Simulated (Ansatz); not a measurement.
Here is the system:

CaO (rock salt, Fm-3m), a = 4.7074 Å, b = 4.7074 Å, c = 4.7074 Å, α = 90.00°, β = 90.00°, γ = 90.00°; the cell used has 2 atoms.

This is the LDA-relaxed structure.

Problem. All from the program Ansatz at the LDA level (PAW), unless another level is named. Estimate the band gap.

Solution. 3.45 eV (indirect).

Problem. Give the hole effective mass, band 2 of 3 at the edge.

Solution. 2.7 along [100], 0.94 along [110], 1.2 along [111] (mₑ).

Problem. Predict the smallest direct gap on the standard path.

Solution. 3.81 eV.

Problem. What about the electron effective mass?

Solution. 0.40, 0.40, 1.4 mₑ (principal values).

Problem. And the formation energy from the elements (no fitted shifts)?

Solution. -3.19 eV/atom.

The LDA relaxation kept the symmetry of its start. The references are the lowest solids computed at this level, not always the standard phases (solids in place of the gases).

Potentials: the earlier of the program's two PAW sets. The files were generated under PBE; for other functionals the program regenerates the frozen cores, and for LDA and PBEsol the local potential too.
